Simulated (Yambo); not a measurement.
G0W0@LDA for SrAgSF (space group P4/nmm, No. 129) in Yambo. Reference settings: 4×4×1 Γ-centred k mesh, bands 9 to 181 and a 6 Ry block in the screening, 181 bands in G with the Bruneval-Gonze terminator, plasmon pole fitted at 27.2 eV. The LDA gap Γ → Γ on this mesh is 1.01 eV; G0W0 gaps are taken between the same points.

The settings were changed. The gap went from 2.22 eV to 1.33 eV, and the shift of the valence edge from -0.62 eV to 0.52 eV.

Q: Which change was made?
A) 61 bands in W, 61 bands in G, 2 Ry block
B) 2×2×1 mesh
C) exchange cut at 10 Ry
D) 61 bands in W, 61 bands in G, 3 Ry block

A: C, exchange cut at 10 Ry. The others gave (gap, valence shift): 2×2×1 mesh: 2.08, -0.49 eV; 61 bands in W, 61 bands in G, 2 Ry block: 2.68, -0.24 eV; 61 bands in W, 61 bands in G, 3 Ry block: 2.67, -0.22 eV.

Spin-orbit coupling is not included.

Geometry of the Materials Project entry, not relaxed at this level; primitive cell a = b = 4.109 Å, c = 9.130 Å, α = β = γ = 90.00°.

The structure is a Materials Project entry; no match was found in the copy of COD used, and its stability was not checked.

A shift is the quasiparticle energy of the state minus its LDA energy.
